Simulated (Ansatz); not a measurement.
Space group F-43m (No. 216). a = 5.647 Å, b = 5.647 Å, c = 5.647 Å, α = 90.00°, β = 90.00°, γ = 90.00°
```json
{"atom": "Mn", "site": "4a", "symmetry": "-43m", "x": "0.0000", "y": "0.0000", "z": "0.0000"}
{"atom": "S", "site": "4d", "symmetry": "-43m", "x": "0.2500", "y": "0.2500", "z": "0.7500"}
```

Equation of state of this MnS structure (not necessarily the ground state), with shape and atoms relaxed at each volume where symmetry leaves them free. Computed with Ansatz 0.2.0, DFT r2SCAN, scalar-relativistic, plane waves, PAW.

Plane waves to 500 eV, a k mesh through Γ of 12×12×12 on the computed 2-atom cell and Gaussian smearing (0.02 eV); collinear spin.

```tsv
V (Å³/atom)	E − E(largest V) (meV/atom)	P (GPa)	gap on mesh (eV)
19.805	44.59	10.74	0.00
20.480	5.60	7.61	0.11
21.156	-20.13	4.67	0.34
21.831	-34.40	2.17	0.54
22.506	-38.89	0.02	0.73
23.181	-35.03	-1.81	0.91
23.856	-24.02	-3.37	1.07
24.757	0.00	-5.12	1.15
```

Task: Fit a third-order Birch–Murnaghan equation to E(V).

Result: V0 = 22.52 Å³/atom, B0 = 66 GPa, B0' = 4.2.

The state reached may not be the lowest one. The cell holds one magnetic atom, so it can only be ferromagnetic; an antiferromagnetic order may lie lower.

This zinc-blende form isn't the usual stable structure of the compound.